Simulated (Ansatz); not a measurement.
ZrIr2:
```cif
data_Ir4Zr2
_chemical_formula_sum 'Zr2 Ir4'
_space_group_name_H-M_alt 'P 1'
_space_group_IT_number 1
_cell_length_a 5.19451
_cell_length_b 5.19451
_cell_length_c 5.19451
_cell_angle_alpha 60.000
_cell_angle_beta 60.000
_cell_angle_gamma 60.000
loop_
_space_group_symop_operation_xyz
  'x, y, z'
loop_
_atom_site_label
_atom_site_type_symbol
_atom_site_fract_x
_atom_site_fract_y
_atom_site_fract_z
_atom_site_occupancy
Zr1 Zr 0.50000 0.50000 0.50000 1
Zr2 Zr 0.75000 0.75000 0.75000 1
Ir1 Ir 0.62500 0.12500 0.12500 1
Ir2 Ir 0.12500 0.12500 0.62500 1
Ir3 Ir 0.12500 0.62500 0.12500 1
Ir4 Ir 0.12500 0.12500 0.12500 1
```

Relaxed with PBEsol.

Which orbitals make up the states near the Fermi level in PBEsol (plane waves, PAW; program Ansatz)?

Within 0.5 eV of the Fermi level: Ir 5d 52 %, Zr 4d 35 %, Zr 5s 5 %, outside the projected shells 6 %. Projections are on Löwdin-orthogonalised atomic valence shells; empty p or d shells of many metals are not among them.

Tabulate the density of states.

States/eV per cell of 6 atoms, in 0.25 eV bins, energy from the Fermi level.

```csv
E (eV),total,Ir 5d,Zr 4d,Ir 6s
-7.85,1.10,0.39,0.05,0.58
-7.60,0.98,0.35,0.06,0.51
-7.35,0.89,0.35,0.07,0.42
-7.10,0.60,0.32,0.03,0.16
-6.85,1.09,0.57,0.08,0.27
-6.60,3.95,2.39,0.43,0.86
-6.35,4.89,2.97,0.52,1.02
-6.10,4.84,3.23,0.47,0.74
-5.85,5.47,3.97,0.48,0.53
-5.60,7.07,4.96,0.63,0.65
-5.35,7.16,5.24,0.68,0.61
-5.10,5.06,3.98,0.48,0.31
-4.85,8.69,7.66,0.53,0.18
-4.60,8.74,7.42,0.68,0.33
-4.35,9.13,7.27,0.98,0.50
-4.10,5.23,3.97,0.71,0.35
-3.85,7.44,5.54,0.99,0.50
-3.60,8.16,5.98,0.96,0.65
-3.35,6.58,4.82,1.10,0.28
-3.10,7.67,5.49,1.28,0.42
-2.85,7.19,4.86,1.47,0.39
-2.60,5.59,3.63,1.19,0.38
-2.35,4.98,3.16,1.17,0.32
-2.10,3.94,2.57,0.87,0.23
-1.85,4.83,3.56,0.82,0.19
-1.60,7.75,6.05,1.22,0.18
-1.35,7.11,5.67,1.09,0.13
-1.10,5.20,4.16,0.75,0.10
-0.85,4.27,3.18,0.80,0.10
-0.60,7.59,5.68,1.52,0.08
-0.35,3.70,2.34,0.99,0.06
-0.10,4.65,2.49,1.56,0.06
0.15,7.46,3.80,2.70,0.12
0.40,7.84,3.32,3.15,0.17
0.65,3.64,1.45,1.67,0.06
0.90,5.35,2.04,2.92,0.12
1.15,5.64,2.17,3.16,0.11
1.40,1.67,0.64,0.95,0.02
1.65,4.13,1.59,2.27,0.09
1.90,5.04,2.27,2.43,0.10
2.15,5.58,3.13,2.13,0.11
2.40,6.25,3.20,2.58,0.14
2.65,4.04,1.45,2.13,0.14
2.90,4.84,1.00,3.24,0.21
3.15,4.69,0.73,3.30,0.23
3.40,5.02,0.86,3.50,0.25
```

Space group Fd-3m (cubic Laves (MgCu2 type)). The workflow started from a Materials Project entry (that database holds measured and hypothetical structures alike); the Crystallography Open Database files this formula in space group No. 227, but the cells were not matched. Its standing as an ambient phase is unchecked. The cell was relaxed with PBEsol under the symmetry of its start. At this level the phase is dynamically unstable (imaginary phonons). No spin polarisation was allowed. Scalar-relativistic: spin–orbit coupling is off unless named, which matters more the heavier the elements.

Potentials: the later of the program's two PAW sets.
